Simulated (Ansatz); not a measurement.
According to DFT-PBEsol in the program Ansatz with PAW potentials, Sn in the cubic phase (Ia-3; Sn on 16c) relaxes to a = 7.951 Å. Sn has 4 nearest neighbours from 2.85 Å (tetrahedral).

Electronic character: metallic (no gap).

The relaxed-ion elastic constants in GPa are C11 = 65.4, C12 = 29.8, C44 = 12.9. The elastic constants imply a Debye temperature near 162 K.

The start of the workflow was typed in or built on a structure type; neither database checked (COD, Materials Project) lists it. It is not the phase usual at ambient conditions (space group No. 141). The cell was relaxed with PBEsol under the symmetry of its start; whether a distortion lowers the energy is not shown. The volume moved by -15 % from the start of the relaxation. As this level gives no gap, shear constants depend on the k-mesh and smearing (Fermi–Dirac, 0.1 eV here). Spin–orbit coupling is left out wherever it is not named.

Potentials: the earlier of the program's two PAW sets. The files were generated under PBE; for other functionals the program regenerates the frozen cores, and for LDA and PBEsol the local potential too.
